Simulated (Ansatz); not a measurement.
The end point of a relaxation of SrTiO₃. Space group Pm-3m (No. 221), cubic perovskite type. Computed with PBEsol (plane waves to 420 eV, PAW, scalar-relativistic; Ansatz, a quantum-chemistry and plane-wave program).

Space group Pm-3m (No. 221); a = b = c = 3.891 Å, α = β = γ = 90.00°

| atom | site | symmetry | x | y | z |
|---|---|---|---|---|---|
| Sr | 1a | m-3m | 0.0000 | 0.0000 | 0.0000 |
| Ti | 1b | m-3m | 0.5000 | 0.5000 | 0.5000 |
| O | 3c | 4/mm.m | 0.0000 | 0.5000 | 0.5000 |

- Volume per atom: 11.78 Å³
- Band gap: 1.85 eV, indirect (valence top at R, conduction bottom at Γ) (no spin-orbit coupling)
- Smallest direct gap: 2.19 eV at Γ
- Shortest distances: O–Ti 1.95 Å; O–Sr 2.75 Å; O–O 2.75 Å; Sr–Ti 3.37 Å
- k-mesh: 9×9×9

No spin polarisation in the result.

The run could not lose the symmetry of its start.

All atoms sit on sites fixed by symmetry, so only the cell could relax.
